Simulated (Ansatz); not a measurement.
BaO (rock salt)

```
BaO
1.0
    0.00000     2.78671     2.78671
    2.78671     0.00000     2.78671
    2.78671     2.78671     0.00000
O Ba
1 1
Cartesian
  0.00000   0.00000   0.00000
  2.78671   2.78671   2.78671
```

This relaxed cell (volume V₀) is scaled evenly in all directions, its shape held. Symmetry pins the atoms to their sites.

Method: PBE (plane waves to 420 eV, PAW, scalar-relativistic; Ansatz, a first-principles code). k mesh 10×10×10 (Γ-centred), Fermi-Dirac smearing 0.05 eV. E stands for the smeared free energy. Compression counts positive. BaO was relaxed with its symmetry unable to fall. ΔE is measured from the relaxed starting cell.

| V (Å³/atom) | ΔE (meV/atom) |
|---|---|
| 18.178 | 165.4 |
| 19.044 | 85.4 |
| 19.910 | 35.0 |
| 20.775 | 8.1 |
| 21.641 | 0.0 |
| 22.507 | withheld |
| 23.372 | 25.8 |
| 24.238 | 54.3 |
| 25.104 | 90.4 |

Problem. Fit a third-order Birch-Murnaghan form (E₀, V₀, B₀, B₀′ free) to the given rows and predict ΔE at V = 22.507.

Solution. Least squares on the 8 given rows: ΔE = E₀ + (9V₀B₀/16)·y²·[2 + (B₀′ − 4)y], y = (V₀/V)^(2/3) − 1, with V₀ = 21.644 Å³/atom, B₀ = 69.01 GPa (160.2 GPa = 1 eV/Å³; the term in eV is multiplied by 1000), B₀′ = 4.58, E₀ = 0.03 meV/atom; root-mean-square residual 0.03 meV/atom. At 22.507 the fit gives 6.9 meV/atom; the calculation gives 6.9 meV/atom, the same to the digits shown. For the pressure the fit gives -2.5 GPa against the computed -2.5 GPa.

(Under strain, the slope of the energy per volume gives the stress and its curvature an elastic modulus.)
